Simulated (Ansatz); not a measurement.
Input, command and steps of an Ansatz relaxation.

```yaml
crystal:
  lattice:
    - [3.9090308736, 0.0, 0.0]
    - [-1.9545154368, 3.3853200407, 0.0]
    - [0.0, 0.0, 6.0575253491]
  atoms:
    - { symbol: Ti, position: [0.0, 0.0, 0.0] }
    - { symbol: Ti, position: [0.0, 0.0, 0.5] }
    - { symbol: Sb, position: [0.3333333333, 0.6666666667, 0.25] }
    - { symbol: Sb, position: [0.6666666667, 0.3333333333, 0.75] }
basis:
  ecutwfc: 500
kpoints:
  mp_grid: { grid: [12, 12, 8] }
hamiltonian:
  xc: r2scan
scf:
  occupations: { method: gaussian, width: 0.1 }
output:
  forces: true
  stress: true
  eigenvalues: true
relax:
  adjacent_minimum: "off"
  f_tol: 0.01
  max_steps: 30
  cell: { stress_tol: 0.1, fix: [volume] }
```

```bash
ansatz run input.yaml --threads 1 --pin off --max-ram 2560MiB --backend cpu --events-out ev --progress --plain --runs-dir out
```

Level of theory: DFT r2SCAN, scalar-relativistic, plane waves, PAW (Ansatz 0.2.0).

The volume is held at 0.91 times that of the relaxed cell.

Of 3 frames 3 are shown, positions in Å and forces in eV/Å; the SCF threshold varies from step to step. Steps run on the plane waves of an earlier cell, with a Pulay correction in the pressure. The basis is chosen afresh for the last frame, the zero of the energies, and at times for earlier ones too; energy and pressure step there, also at an unchanged geometry.

```xyz
4
Lattice="3.9090 0.0000 0.0000 -1.9545 3.3853 0.0000 0.0000 0.0000 6.0575" Properties=species:S:1:pos:R:3:forces:R:3 pbc="T T T" step=1 free_energy_over_end_meV_per_atom=0.13 pressure_GPa=11.03
Ti    0.0000    0.0000    0.0000    0.0000    0.0000    0.0000
Ti    0.0000    0.0000    3.0288    0.0000    0.0000    0.0000
Sb    0.0000    2.2569    1.5144    0.0000    0.0000    0.0000
Sb    1.9545    1.1284    4.5431    0.0000    0.0000    0.0000
4
Lattice="3.8985 0.0000 0.0000 -1.9492 3.3762 0.0000 0.0000 0.0000 6.0903" Properties=species:S:1:pos:R:3:forces:R:3 pbc="T T T" step=2 free_energy_over_end_meV_per_atom=0.00 pressure_GPa=10.93
Ti    0.0000    0.0000    0.0000    0.0000    0.0000    0.0000
Ti    0.0000    0.0000    3.0452    0.0000    0.0000    0.0000
Sb    0.0000    2.2508    1.5226    0.0000    0.0000    0.0000
Sb    1.9492    1.1254    4.5677    0.0000    0.0000    0.0000
4
Lattice="3.8985 0.0000 0.0000 -1.9492 3.3762 0.0000 0.0000 0.0000 6.0903" Properties=species:S:1:pos:R:3:forces:R:3 pbc="T T T" step=3 free_energy_over_end_meV_per_atom=0.00 pressure_GPa=10.93
Ti    0.0000    0.0000    0.0000    0.0000    0.0000    0.0000
Ti    0.0000    0.0000    3.0452    0.0000    0.0000    0.0000
Sb    0.0000    2.2508    1.5226    0.0000    0.0000    0.0000
Sb    1.9492    1.1254    4.5677    0.0000    0.0000    0.0000
```

Time: 81 s on 1 thread of Arm Neoverse V2 (shared host), peak memory 0.7 GiB.